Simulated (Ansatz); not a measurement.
# SnF4 (I4/mmm), tetragonal deformation path

Theory: DFT r2SCAN, scalar-relativistic, plane waves, PAW in Ansatz 0.2.0. Settings: plane waves to 500 eV, k-mesh 10×10×10 (Γ-centred), Gaussian smearing 0.05 eV. No spin polarisation. Energies are free energies at this smearing, counted from the undisturbed cell; pressure is positive in compression.

The starting cell (as given, not relaxed at this level; it stands at 2.1 GPa, and it needn't be the usual structure):

```
Sn F
1.0
    -2.02500    2.02500    3.96500
     2.02500   -2.02500    3.96500
     2.02500    2.02500   -3.96500
Sn F
1 4
Direct
  0.00000 0.00000 0.00000
  0.23700 0.23700 0.00000
  0.76300 0.76300 0.00000
  0.50000 0.00000 0.50000
  0.00000 0.50000 0.50000
```

The cell holds layers and no dispersion correction was added, so their binding is poorly described.

At fixed volume and fractional coordinates, lengths along (0.000, 0.000, 1.000) are scaled against those across it; ρ is that ratio over its starting value.

| ρ | ΔE (meV/atom) | pressure (GPa) | gap on the mesh (eV) |
| --- | --- | --- | --- |
| 0.800 | 659.6 | 30.4 | 5.89 |
| 0.850 | 327.7 | 18.7 | 5.69 |
| 0.920 | 79.3 | 8.2 | 5.36 |
| 0.960 | 17.9 | 4.5 | 4.86 |
| 1.000 | 0.0 | 2.1 | 4.32 |
| 1.050 | 26.4 | 0.8 | 3.67 |
| 1.100 | 96.3 | 0.8 | 3.07 |
| 1.200 | 335.3 | 4.3 | 1.98 |
| 1.300 | 674.1 | 11.2 | 1.04 |

Cost: 9 runs of about 4.6 core-minutes in all, on Arm Neoverse V1 (shared hosts).